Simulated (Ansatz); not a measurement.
All numbers below come from DFT PBE, scalar-relativistic, plane waves, PAW (Ansatz 0.2.0). All cells share a 420 eV cutoff and Γ-centred k meshes spaced at most about 0.3 Å⁻¹ (about 0.25 or finer for metals, 2π included). No spin polarisation in the final relaxations.

These are static total energies at zero pressure.

Two relaxed structures of Zr2NbC3:

1.

```
CELL_PARAMETERS angstrom
2.07584 -7.13909 0.00000
2.07584 7.13909 0.00000
0.00000 0.00000 3.21950
ATOMIC_POSITIONS crystal
Zr 0.16566 0.83434 0.00000
Zr 0.83434 0.16566 0.00000
Nb 0.50000 0.50000 0.00000
C 0.00000 0.00000 0.00000
C 0.50000 0.00000 0.50000
C 0.00000 0.50000 0.50000
```

2.

```
CELL_PARAMETERS angstrom
3.38108 -3.62361 0.00000
3.38108 3.62361 0.00000
0.00000 0.00000 3.33121
ATOMIC_POSITIONS crystal
Zr 0.50000 0.00000 0.50000
Zr 0.00000 0.50000 0.50000
Nb 0.00000 0.00000 0.00000
C 0.71466 0.28534 0.00000
C 0.28534 0.71466 0.00000
C 0.50000 0.50000 0.50000
```

Question: Which would you expect to be lower, and how large is the difference?

Answer: Cell 2 is lower, by 73 meV/atom. Cell 1 has space group Cmmm (No. 65), 15.9 Å³/atom and no gap on its mesh; cell 2 has space group Cmmm (No. 65), 13.6 Å³/atom and no gap. Counting C atoms around Nb and Zr (those within 1.25 times the shortest such distance or 1.15 times the sum of covalent radii, 1.27 where that leaves under three), cell 1 has Zr 5, Nb 2 and cell 2 has Zr 6, Nb 2. The denser one is the lower, and pressure would at first widen the difference. Even the lower one lies +0.55 eV/atom against the reference forms of the elements (uncorrected), so neither is stable at this level. Both come from invented guesses. A third cell relaxed alike, in P4/mmm, lies 295 meV/atom below the lower of the two.

Cells relaxed within their symmetry can be saddle points.
